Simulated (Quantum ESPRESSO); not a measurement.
Field gradients of SiO₂ from a PBE PAW density (pw.x of a modified build of Quantum ESPRESSO, JTH datasets) with the all-electron reconstruction of Petrilli and co-workers, 22.5 Ha, k-mesh 5×5×4 through Γ:

```
CELL_PARAMETERS angstrom
      4.99265     0.00000     0.00000
      0.00000     4.99265     0.00000
      0.00000     0.00000     6.93393
ATOMIC_POSITIONS crystal
  Si 0.69866 0.69866 0.50000
  Si 0.80134 0.19866 0.75000
  Si 0.30134 0.30134 0.00000
  Si 0.19866 0.80134 0.25000
  O  0.89357 0.76139 0.32011
  O  0.73861 0.39357 0.57011
  O  0.10643 0.23861 0.82011
  O  0.26139 0.60643 0.07011
  O  0.39357 0.73861 0.42989
  O  0.23861 0.10643 0.17989
  O  0.60643 0.26139 0.92989
  O  0.76139 0.89357 0.67989
```
The geometry is a computed Materials Project entry, not a measured one. It is SiO2 in P4₁2₁2. Stability against distortions was not tested. Forces on the atoms reach 0.14 eV/Å at this level.

Vzz is the sum of three terms, each taken along its main axis: the smooth valence density, the ions (nucleus and frozen core) with the augmentation charges of all other spheres, and the all-electron minus smooth density in the atom's own sphere. The split hangs on the datasets.  Cores are frozen. Against all-electron runs on small test molecules, this scheme's |Vzz| missed by −6 % on Si, −2 to +6 % on O.

| site | smooth valence density | ions and other spheres | own sphere | Vzz (a.u.) |
|---|---|---|---|---|
| Si (atoms 1, 2, 3, 4) | 0.029 | -0.023 | [?] | [?] |
| O (atoms 5, 6, 7, 8, 9, 10, …) | -0.423 | 0.668 | [?] | [?] |

Task: Complete the blanks.

Result: 
- Si (atoms 1, 2, 3, 4), own sphere: 0.035
- Si (atoms 1, 2, 3, 4), Vzz (a.u.): 0.041
- O (atoms 5, 6, 7, 8, 9, 10, …), own sphere: 0.688
- O (atoms 5, 6, 7, 8, 9, 10, …), Vzz (a.u.): 0.933
